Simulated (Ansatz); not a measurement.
# Rb2PdC2: a fit and a missing row

Rb2PdC2, P-3m1, a = 5.385 Å, c = 5.269 Å. The structure is a COD entry; whether it is the stable form wasn't checked. Ansatz: r2SCAN, PAW, 500 eV, Γ-centred 6×6×6 mesh on 5 atoms, Gaussian smearing 0.02 eV; no spin polarisation. Shape and atoms are relaxed at each volume; pressure is positive in compression.

```
V (Å³/atom) P (GPa)
     24.875     1.88
     25.669     0.86
     26.462    -0.01
     27.256        ?
     28.050    -1.33
```

Q: Take V0 = 26.462 Å³/atom, count pressures from its P0 = -0.01 GPa, fit the third-order Birch–Murnaghan form to the other rows, and predict the missing pressure.

A: With the Eulerian strain f = ½[(V0/V)^(2/3) − 1] and y = (P − P0)/[3f(1 + 2f)^(5/2)], the form is the line y = B0 + 1.5 B0 (B0′ − 4) f. Rows (f, y): 0.02105, 27.00; 0.01025, 26.89; -0.01905, 25.45. Means f = 0.004083, y = 26.447; Σ(Δf)² = 0.0008610, ΣΔfΔy = 0.03518; the slope is their ratio. y = 26.28 + 40.86 f GPa, so B0 = 26.3 GPa and B0′ = 4 + 2 × (40.86)/(3 × 26.28) = 5.04. At V = 27.256, f = -0.00976, y = 25.881 and P = -0.73 GPa. The run gave -0.72 GPa, so the fit is 0.01 GPa too low, within twice the rms miss on the fitted rows (0.007 GPa).

Cost: 5 runs of about 12 core-minutes in all, on Intel Xeon Processor @ 2.50GHz (Skylake/Cascade Lake) (shared hosts).